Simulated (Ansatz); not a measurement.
The relaxed structure here is a generated cell of Sn: the first start was made by placing the elements on the sites of a structure type, and the end was not matched to a known phase here, so it may be hypothetical. Known forms of Sn include space group No. 141, 227.

A relaxed cell of Sn (P6₃/mmc (No. 194)), relaxed on a k-mesh at least as fine as the one used below. The numbers are results of PBE (plane waves to 420 eV, PAW, scalar-relativistic; Ansatz, an electronic-structure program), not measurements. Γ-centred k-mesh 4×8×5 on the run's cell (coarser than for final values), Fermi–Dirac smearing 0.05 eV.

```xyz
8
Lattice="9.3835 0.0000 0.0000 -2.3459 4.0632 0.0000 0.0000 0.0000 7.7141" Properties=species:S:1:pos:R:3 pbc="T T T"
Sn     0.0000     2.7088     0.4831
Sn     4.6918     2.7088     0.4831
Sn     2.3459     1.3544     4.3401
Sn     7.0377     1.3544     4.3401
Sn     2.3459     1.3544     7.2310
Sn     7.0377     1.3544     7.2310
Sn     0.0000     2.7088     3.3740
Sn     4.6918     2.7088     3.3740
```

The atoms are displaced by (Å):

```tsv
atom	ux	uy	uz
Sn1	0.067	-0.053	0.109
Sn2	0.140	0.103	0.071
Sn3	0.084	0.041	0.134
Sn4	0.005	-0.071	-0.116
Sn5	-0.009	0.046	-0.034
Sn6	0.077	-0.048	-0.060
Sn7	0.004	-0.065	-0.075
Sn8	0.018	-0.088	-0.027
```

### Question
What forces (eV/Å) and pressure result?

### Answer
| atom | Fx | Fy | Fz |
|---|---|---|---|
| Sn1 | -0.35 | 0.52 | -1.46 |
| Sn2 | -0.38 | -0.97 | -0.72 |
| Sn3 | -0.65 | -0.59 | -1.37 |
| Sn4 | 0.26 | -0.05 | 0.44 |
| Sn5 | 0.78 | -0.28 | 1.36 |
| Sn6 | -0.07 | 0.73 | -0.04 |
| Sn7 | 0.39 | 0.43 | 1.50 |
| Sn8 | 0.02 | 0.21 | 0.28 |

Pressure +0.5 GPa.

### Question
Estimate the energy cost of the displacement in the harmonic approximation and compare with the calculation.

### Answer
For a harmonic well ΔE = −½ Σ F·u = 0.497 eV a cell, or 62 meV/atom. The calculated energy relative to the undisplaced cell is +0.06 eV/atom, so the harmonic estimate holds well.

No spin polarisation in the result.

The run that gave the undisplaced cell could not lose the symmetry of its start; a randomly shaken copy of 8 atoms returns to this structure.
